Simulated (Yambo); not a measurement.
Yambo run on NaLiZnS$_{2}$ (space group P3m1, No. 156). The wavefunctions are PBEsol (Quantum ESPRESSO, PseudoDojo norm-conserving, 88 Ry, without SOC) ones on a 3×3×2 mesh (22 occupied bands); a = 3.9821 Å, b = 3.9821 Å, c = 6.8239 Å, α = 90.00°, β = 90.00°, γ = 120.00°.

Yambo input:

```
rim_cut
gw0
dyson
el_el_corr
HF_and_locXC
ppa
em1d
RandQpts= 1000000
RandGvec= 1 Ry
EXXRLvcs= 88 Ry
VXCRLvcs= 352 Ry
Chimod= "HARTREE"
% BndsRnXp
 7 | 176 |
%
NGsBlkXp= 8 Ry
% LongDrXp
 1.0 | 1.0 | 1.0 |
%
PPAPntXp= 40 eV
% GbndRnge
 1 | 176 |
%
GTermKind= "BG"
DysSolver= "n"
ExtendOut
% QPkrange
 1 | 1 | 22 | 23 |
%
```

k points by index: 1 = Γ.

Table of the .qp output:

```
#    K-point    Band    Eo [eV]    E [eV]    E-Eo [eV]    Vxc [eV]    Vnlxc [eV]    Sc|Eo [eV]    Sc|E [eV]    dSc/dw|Eo [eV]    Re(Z)    Im(Z)
#
    1    22    0.000000    -1.168185    -1.168185    -13.62413    -17.03920    1.932394    2.246887    -7.324960    0.787903    -0.001442
    1    23    1.701723    2.149780    0.448057    -10.94830    -6.725258    -3.673371    -3.774981    -6.169486    0.815177    -0.001279
```
(The two width columns are left out.) Convergence of these settings isn't established.

Geometry of the Materials Project entry, not relaxed at this level.

The structure is a Materials Project entry; no match was found in the copy of COD used, and its stability was not checked.
